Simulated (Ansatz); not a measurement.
Input file for Ansatz (a first-principles code):

Ansatz 0.2 input:
```yaml
crystal:
  lattice:
    - [4.0108056285, 0.0, 0.0]
    - [0.0, 4.0108056285, 0.0]
    - [0.0, 0.0, 4.0108056285]
  atoms:
    - { symbol: Y, position: [0.0, 0.0, 0.0] }
    - { symbol: Nb, position: [0.5, 0.5, 0.5] }
    - { symbol: N, position: [0.5, 0.5, 0.0] }
    - { symbol: N, position: [0.5, 0.0, 0.5] }
    - { symbol: N, position: [0.0, 0.5, 0.5] }
kpoints:
  mp_grid: { grid: [8, 8, 8] }
  band_path:
    path:
      - [[0.0, 0.0, 0.0], [0.0, 0.5, 0.0], [0.5, 0.5, 0.0], [0.0, 0.0, 0.0], [0.5, 0.5, 0.5], [0.0, 0.5, 0.0]]  # Γ-X-M-Γ-R-X
      - [[0.5, 0.5, 0.5], [0.5, 0.5, 0.0]]  # R-M
    npoints: 12
basis: { xc_grid: 2 }
hamiltonian:
  xc: pbesol
  pseudopotentials: { kind: paw }
magnetization: { noncollinear: true, spin_orbit: true }
scf:
  n_extra_bands: 13
  convergence: { dr2_threshold: 0.0000000001 }
  occupations: { method: gaussian, width: 0.05 }
output: { eigenvalues: true }
```

Output (shortened):

```
Pseudopotentials: kind: paw_fr
Pseudopotential: Y, paw_fr, valence charge 11
Pseudopotential: Nb, paw_fr, valence charge 13
Pseudopotential: N, paw_fr, valence charge 5
Functional definition: PBEsol
non-collinear run that drives no moment, with spin-orbit …
Crystal: 5 atoms, lattice volume = 64.520 Å³
Basis set: ecut = 420 eV, 1237 PW (Γ), exchange–correlation on 54×54×54 points (8 copies of the dense FFT grid, shifted against one another)
Bands: 52, of which v1, the nominal top of the filled ones, is band 39 counted from 1 (38 counted from 0)
Symmetry: 48 space group operations + 48 with time reversal
k-points: 35 of 512
Projection manifold: j_resolved (fully-relativistic pseudo-atomic orbitals)
PAW frozen core: Y, regenerated for the run's functional, and the local potential with it
PAW frozen core: Nb, regenerated for the run's functional, and the local potential with it
PAW frozen core: N, regenerated for the run's functional, and the local potential with it
Initial density: superposition of atomic densities (chi_scale 0.1, normalization cell, long waves kept (reshape's long-wave potential 0.00 eV rms))
Initial wavefunctions: pseudopotential atomic-orbital guess
Eigensolver: davidson
Functional: x = pbesol(κ = 0.804, μ = 0.12345679012345678), c = pbesol(β = 0.046)
SCF iter   1: F=—  HF=-9433.379279 eV  |F-HF|=—  |Δ(HF+E_count)|=         —  Δρ=9.59e-2  dr2=6.41e0  dr2_m=0.00e0 (ungated)  ethr=3.10e-3  |M|=0.00e0 ∫|m|=0.00e0 μB  |m|>n=0.0e0 m-floor=0.0e0 τ_xc=0.0e0  β_m=0.30  ⟨swp⟩=5.0  Hψ=4052  notcnv=0
all-band conjugate gradients solve this SCF's bands
preconditioner: auto → Resta (q_TF=auto, 2.509 Å⁻¹)
spin=Noncollinear: Resta preconditioning applied to the charge; magnetization (m_x, m_y, m_z) channels mix plain (no charge-response kernel on spin).
SCF iter   2: F=—  HF=-9432.071260 eV  |F-HF|=—  |Δ(HF+E_count)|=    1.31e0  Δρ=5.16e-2  dr2=1.23e0  dr2_m=0.00e0 (ungated)  ethr=3.10e-3  |M|=0.00e0 ∫|m|=0.00e0 μB  |m|>n=0.0e0 m-floor=0.0e0 τ_xc=0.0e0  β_m=0.41  ⟨swp⟩=2.0  Hψ=1557  notcnv=0  defer=224
preconditioner: auto → Kerker (q_TF=auto, 2.509 Å⁻¹)
spin=Noncollinear: Kerker preconditioning applied to the charge; magnetization (m_x, m_y, m_z) channels mix plain (no charge-response kernel on spin).
SCF iter   3: F=—  HF=-9431.830469 eV  |F-HF|=—  |Δ(HF+E_count)|=   2.41e-1  Δρ=2.58e-2  dr2=1.61e-1  dr2_m=0.00e0 (ungated)  ethr=3.10e-3  |M|=0.00e0 ∫|m|=0.00e0 μB  |m|>n=0.0e0 m-floor=0.0e0 τ_xc=0.0e0  β_m=0.69  ⟨swp⟩=2.0  Hψ=1237  notcnv=0  defer=226
SCF iter   4: F=—  HF=-9431.812669 eV  |F-HF|=—  |Δ(HF+E_count)|=   1.78e-2  Δρ=5.21e-3  dr2=2.24e-2  dr2_m=0.00e0 (ungated)  ethr=4.13e-4  |M|=0.00e0 ∫|m|=0.00e0 μB  |m|>n=0.0e0 m-floor=0.0e0 τ_xc=0.0e0  β_m=0.74  ⟨swp⟩=2.1  Hψ=1208  notcnv=0  defer=236
SCF iter   5: F=—  HF=-9431.810014 eV  |F-HF|=—  |Δ(HF+E_count)|=   2.66e-3  Δρ=1.24e-3  dr2=1.28e-3  dr2_m=0.00e0 (ungated)  ethr=5.74e-5  |M|=0.00e0 ∫|m|=0.00e0 μB  |m|>n=0.0e0 m-floor=0.0e0 τ_xc=0.0e0  β_m=0.87  ⟨swp⟩=2.0  Hψ=1300  notcnv=0  defer=236
SCF iter   6: F=—  HF=-9431.810036 eV  |F-HF|=—  |Δ(HF+E_count)|=   2.20e-5  Δρ=2.93e-4  dr2=8.57e-5  dr2_m=0.00e0 (ungated)  ethr=3.27e-6  |M|=0.00e0 ∫|m|=0.00e0 μB  |m|>n=0.0e0 m-floor=0.0e0 τ_xc=0.0e0  β_m=0.94  ⟨swp⟩=2.1  Hψ=1037  notcnv=0  defer=236
SCF iter   7: F=—  HF=-9431.810029 eV  |F-HF|=—  |Δ(HF+E_count)|=   6.33e-6  Δρ=6.59e-5  dr2=4.07e-6  dr2_m=0.00e0 (ungated)  ethr=2.20e-7  |M|=0.00e0 ∫|m|=0.00e0 μB  |m|>n=0.0e0 m-floor=0.0e0 τ_xc=0.0e0  β_m=0.97  ⟨swp⟩=1.9  Hψ=981  notcnv=0  defer=236
SCF iter   8: F=—  HF=-9431.810029 eV  |F-HF|=—  |Δ(HF+E_count)|=   2.97e-7  Δρ=9.12e-6  dr2=6.23e-8  dr2_m=0.00e0 (ungated)  ethr=1.04e-8  |M|=0.00e0 ∫|m|=0.00e0 μB  |m|>n=0.0e0 m-floor=0.0e0 τ_xc=0.0e0  β_m=0.98  ⟨swp⟩=2.0  Hψ=1130  notcnv=0  defer=236
SCF iter  10: F=-9431.810029 eV  HF=-9431.810029 eV  |F-HF|=3.27e-11  |Δ(HF+E_count)|=  1.66e-10  Δρ=3.35e-7  dr2=8.12e-11  dr2_m=0.00e0 (ungated)  ethr=1.00e-12  |M|=0.00e0 ∫|m|=0.00e0 μB  |m|>n=0.0e0 m-floor=0.0e0 τ_xc=0.0e0  ⟨swp⟩=8.3  Hψ=3778  notcnv=0
SCF 1 converged in 10 iterations: F = -9431.810029 eV  dr2 = 8.12e-11
NSCF: frozen V_eff on 74 k-points
SCF converged after 10 iterations
Magnetization: |M| = 0.0000 μB,  M = (+0.0000, +0.0000, +0.0000) μB
Absolute magnetization: 0.0000 μB (∫|m|)
  site 0: m = (+0.0000, +0.0000, +0.0000) μB, |m| = 0.0000 μB  (R = 1.17 Å)
  site 1: m = (+0.0000, +0.0000, +0.0000) μB, |m| = 0.0000 μB  (R = 0.83 Å)
  site 2: m = (+0.0000, +0.0000, +0.0000) μB, |m| = 0.0000 μB  (R = 0.83 Å)
  site 3: m = (+0.0000, +0.0000, +0.0000) μB, |m| = 0.0000 μB  (R = 0.83 Å)
  site 4: m = (+0.0000, +0.0000, +0.0000) μB, |m| = 0.0000 μB  (R = 0.83 Å)
Free energy (F): -9431.810029 eV
Harris-Foulkes:  -9431.810029 eV  (|F-HF|=3.27e-11)
Internal energy: -9431.808649 eV  (E = F + TS)
E sigma→0 (E₀):  -9431.809339 eV
Entropy (-TS):   -0.001380 eV (-0.276 meV/atom)
Fermi energy:    12.183060 eV
--- Per-component energies (eV) ---
  E_band       = -161.483026
  E_kinetic    = 1086.758286
  E_local      = -1907.028353  (includes V_loc(G=0)·N_el)
  E_nonlocal   = 305.088711
  E_hartree    = 605.359372
  E_xc         = -525.500776
  E_vxc        = -639.552442  (∫ρ·V_xc dr)
  E_paw        = -6157.066998  (= ΣΔE_a)
  E_vpaw       = -217.468239  (= ΣTr[D̂ρ^β])
  E_aug_tail   = 0.000273  (compensation charges beyond the density's cutoff)
  E_ewald      = -2839.842486
  E_core_change = 0.423322  (= ΣΔE_core)
  E_smearing   = -0.001380  (= −TS)
  E_closure    = 0.000000  (closes the sum)
  Σ components = -9431.810029   (vs F -9431.810029, Δ=0.00e0)
  [band-id]    e_kinetic+e_local+e_nonlocal+2·e_hartree+e_vxc+e_vpaw+e_augmentation_tail = -161.483020   (vs E_band -161.483026, Δ=6.42e-6)
--- Band table (eV; the first three rows and the last of 35) ---
  k-point 0: bands = ["-42.0474", "-42.0474", "-30.5054", "-30.5054", "-19.7689", "-19.7689", "-17.7036", "-17.7036", "-17.7036", "-17.7036", "-11.4011", "-11.4011", "-9.9332", "-9.9332", "-9.9332", "-9.9332", "-2.2370", "-2.2370", "-0.9679", "-0.9679", "-0.9679", "-0.9679", "9.4866", "9.4866", "9.7262", "9.7262", "9.7262", "9.7262", "11.2696", "11.2696", "11.2696", "11.2696", "11.2778", "11.2778", "12.5631", "12.5631", "12.6541", "12.6541", "12.6541", "12.6541", "12.7131", "12.7131", "12.7131", "12.7131", "12.7408", "12.7408", "14.0909", "14.0909", "14.0909", "14.0909", "16.3025", "16.3025"]
  k-point 1: bands = ["-42.0472", "-42.0472", "-30.5047", "-30.5047", "-19.7718", "-19.7718", "-17.7133", "-17.7133", "-17.7024", "-17.7024", "-11.4066", "-11.4066", "-9.9493", "-9.9493", "-9.9320", "-9.9320", "-2.1197", "-2.1197", "-0.9541", "-0.9541", "-0.8679", "-0.8679", "9.3052", "9.3052", "9.5508", "9.5508", "9.6384", "9.6384", "10.7230", "10.7230", "10.7405", "10.7405", "10.9087", "10.9087", "11.8824", "11.8824", "12.4447", "12.4447", "12.5468", "12.5468", "12.7497", "12.7497", "13.5571", "13.5571", "13.6074", "13.6074", "14.3188", "14.3188", "14.5773", "14.5773", "16.5133", "16.5133"]
  k-point 2: bands = ["-42.0466", "-42.0466", "-30.5030", "-30.5030", "-19.7789", "-19.7789", "-17.7363", "-17.7363", "-17.6997", "-17.6997", "-11.4201", "-11.4201", "-9.9868", "-9.9868", "-9.9291", "-9.9291", "-1.8449", "-1.8449", "-0.9201", "-0.9201", "-0.5796", "-0.5796", "8.6428", "8.6428", "9.3237", "9.3237", "9.4248", "9.4248", "10.0151", "10.0151", "10.0531", "10.0531", "10.2803", "10.2803", "10.5566", "10.5566", "12.3641", "12.3641", "12.4829", "12.4829", "12.9311", "12.9311", "14.8666", "14.8666", "14.9195", "14.9195", "14.9292", "14.9292", "15.5282", "15.5282", "16.1656", "16.1656"]
  k-point 34: bands = ["-42.0426", "-42.0426", "-30.4902", "-30.4902", "-19.8286", "-19.8286", "-17.7919", "-17.7919", "-17.7919", "-17.7919", "-11.4778", "-11.4778", "-10.0309", "-10.0309", "-10.0309", "-10.0309", "0.0575", "0.0575", "0.2455", "0.2455", "0.2455", "0.2455", "7.0826", "7.0826", "7.1434", "7.1434", "7.1434", "7.1434", "7.3189", "7.3189", "7.3189", "7.3189", "7.8009", "7.8009", "12.9171", "12.9171", "12.9274", "12.9274", "12.9274", "12.9274", "15.6508", "15.6508", "15.6508", "15.6508", "15.7131", "15.7131", "16.7953", "16.7953", "16.7953", "16.7953", "17.5006", "17.5006"]
  band table: 52 of 52 bands, residual norms ≤ 1.0e-3 eV
```

Cost: very roughly 50 core-seconds on shared cores.

Space group Pm-3m (cubic perovskite). The start of the workflow was typed in or built on a structure type; neither database checked (COD, Materials Project) lists it. Its standing as an ambient phase is unchecked. Symmetry was held in the PBEsol relaxation. At this level the phase is dynamically unstable (imaginary phonons). The run is not spin-polarised.

Potentials: the later of the program's two PAW sets.

Ansatz is a plane-wave DFT program.
